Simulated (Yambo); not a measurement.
KMgF$_{3}$ (cubic perovskite, space group Pm-3m, No. 221), G0W0@PBEsol in Yambo with this input:

```
rim_cut
gw0
dyson
el_el_corr
HF_and_locXC
ppa
em1d
RandQpts= 1000000
RandGvec= 1 Ry
EXXRLvcs= 84 Ry
VXCRLvcs= 336 Ry
Chimod= "HARTREE"
% BndsRnXp
 2 | 123 |
%
NGsBlkXp= 8 Ry
% LongDrXp
 1.0 | 1.0 | 1.0 |
%
PPAPntXp= 27.2114 eV
% GbndRnge
 1 | 123 |
%
GTermKind= "BG"
DysSolver= "n"
ExtendOut
```

On a 4×4×4 mesh, with wavefunctions cut at 84 Ry, the gap (R → Γ) is 11.372 eV and the valence edge shifts by -2.706 eV.

### Question
What happens with this change: pole fitted at 10 eV?

### Answer
The gap falls by 0.054 eV, to 11.318 eV; the shift of the valence edge becomes -2.606 eV. Neither run is shown to be the converged limit.

Geometry of the Materials Project entry, not relaxed at this level; primitive cell a = b = c = 3.9785 Å, α = β = γ = 90.00°.

A shift is the quasiparticle energy of the state minus its PBEsol energy.
